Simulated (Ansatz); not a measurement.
A geometry of Si₂Ni away from equilibrium: the start of the relaxation of a relaxed Si2Ni cell, doubled along one cell vector, shaken by Gaussian noise of σ = 0.08 Å a coordinate. Method: r2SCAN (plane waves to 500 eV, PAW, scalar-relativistic; Ansatz, a first-principles code). Γ-centred k-mesh 2×4×4 on the run's cell (coarser than for final values), Fermi–Dirac smearing 0.05 eV.

```xyz
12
Lattice="0.0000 9.5476 9.5476 4.7738 0.0000 4.7738 4.7738 4.7738 0.0000" Properties=species:S:1:pos:R:3:forces:R:3 pbc="T T T" free_energy=-28483.083 pressure_GPa=1.4
Si     1.1035     1.2693     1.2509   -0.3653   -1.2922   -0.9271
Si     1.1180     5.9640     5.9612    1.1048    1.0949    1.0136
Si     1.0018     3.6279     3.5249    0.7392   -0.4489    0.2012
Si     1.2383     8.2437     8.3992   -0.1195    0.4338   -0.3450
Si     3.5531     1.2969     3.6057    3.1683   -3.2043    2.8490
Si     3.3451     6.0658     8.3724    2.3815   -2.2671    2.3709
Si     3.6196     3.6273     1.0852   -1.3608   -1.5610    1.5313
Si     3.5841     8.3716     5.9312   -1.4046   -1.5454    1.5721
Ni     2.4245     2.2335     2.4927   -3.3804    5.5500   -3.3457
Ni     2.4187     7.1864     7.1106   -1.9389    0.2257   -1.6427
Ni     0.0155    -0.0452    -0.1146    0.5292    1.6298    0.9875
Ni    -0.1269     4.8181     4.9180    0.6465    1.3846   -4.2650
```

Positions in Å, forces in eV/Å, free energy of the cell in eV (comparable only within this code, potentials and settings). Largest force: 7.31 eV/Å, on Ni9 (atoms numbered as listed); the geometry lies 0.17 eV/atom above the end of its relaxation.

No spin polarisation in the result. A magnetic state may lie lower.

The end of the path is a generated cell of Si2Ni: the first start was made by placing the elements on the sites of a structure type, and the end was not matched to a known phase here, so it may be hypothetical. Known forms of Si2Ni include space group No. 225.
